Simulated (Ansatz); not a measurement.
La (dhcp type, space group P6_3/mmc)

```yaml
crystal:
  lattice:
    - [3.78558, 0.00000, 0.00000]
    - [-1.89279, 3.27841, 0.00000]
    - [0.00000, 0.00000, 12.03275]
  atoms:
    - { symbol: La, position: [0.00000, 0.00000, 0.00000] }
    - { symbol: La, position: [0.00000, 0.00000, 0.50000] }
    - { symbol: La, position: [0.33333, 0.66667, 0.25000] }
    - { symbol: La, position: [0.66667, 0.33333, 0.75000] }
```

Equation-of-state scan: isotropic scaling of the cell above, V₀ being its volume. Symmetry pins the atoms to their sites.

The numbers are results of r2SCAN (plane waves to 500 eV, PAW, scalar-relativistic; Ansatz, a quantum-chemistry and plane-wave program), not measurements. k mesh 14×14×4 (Γ-centred), Fermi-Dirac smearing 0.05 eV. E stands for the smeared free energy. Stress and pressure are positive under compression. With the shape held, the modulus is that of even scaling; a crystal free to change shape is softer. La is run without spin polarisation. La was relaxed with its symmetry unable to fall. ΔE is measured from the relaxed starting cell. The last digit holds for this mesh only.

```tsv
V (Å³/atom)	ΔE (meV/atom)
35.094	10.4
35.467	7.1
35.840	withheld
36.214	2.5
36.587	1.1
36.960	0.3
37.334	0.0
37.707	0.3
38.080	1.1
38.454	2.4
38.827	4.2
39.200	6.4
39.574	9.2
```

### Question
Fit a third-order Birch-Murnaghan form (E₀, V₀, B₀, B₀′ free) to the given rows and predict ΔE at V = 35.840.

### Answer
Least squares on the 12 given rows: ΔE = E₀ + (9V₀B₀/16)·y²·[2 + (B₀′ − 4)y], y = (V₀/V)^(2/3) − 1, with V₀ = 37.326 Å³/atom, B₀ = 23.21 GPa (160.2 GPa = 1 eV/Å³; the term in eV is multiplied by 1000), B₀′ = 2.45, E₀ = 0.02 meV/atom; root-mean-square residual 0.02 meV/atom. At 35.840 the fit gives 4.5 meV/atom; the calculation gives 4.5 meV/atom, the same to the digits shown. For the pressure the fit gives 1.0 GPa against the computed 1.0 GPa.

(Under strain, the slope of the energy per volume gives the stress and its curvature an elastic modulus.)
